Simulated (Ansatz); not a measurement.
Relaxed-ion elastic tensor of AgI (CsCl type, space group No. 221) in GPa (Voigt order), LDA (plane waves, PAW; program Ansatz); density 7.80 g/cm³, 25.00 Å³ per atom.

```
 84.2   33.2   33.2    0.0    0.0    0.0
 33.2   84.2   33.2    0.0    0.0    0.0
 33.2   33.2   84.2    0.0    0.0    0.0
  0.0    0.0    0.0  -25.7    0.0    0.0
  0.0    0.0    0.0    0.0  -25.7    0.0
  0.0    0.0    0.0    0.0    0.0  -25.7
```

**Question.** Is the crystal mechanically stable?

**Answer.** No: the smallest eigenvalue of C is -25.7 GPa.

Space group Pm-3m (CsCl type). The workflow started from a Materials Project entry (that database holds measured and hypothetical structures alike); the Crystallography Open Database copy checked does not list it. It is not the phase usual at ambient conditions (space group No. 186, 216). The cell was relaxed with LDA under the symmetry of its start. At this level the phase is mechanically unstable. The run is not spin-polarised. Its formation energy is positive at this level, so the cell may be metastable or incomplete. As this level gives no gap, shear constants depend on the k-mesh and smearing (Fermi–Dirac, 0.1 eV here). Spin–orbit coupling is left out wherever it is not named.

Potentials: the later of the program's two PAW sets.
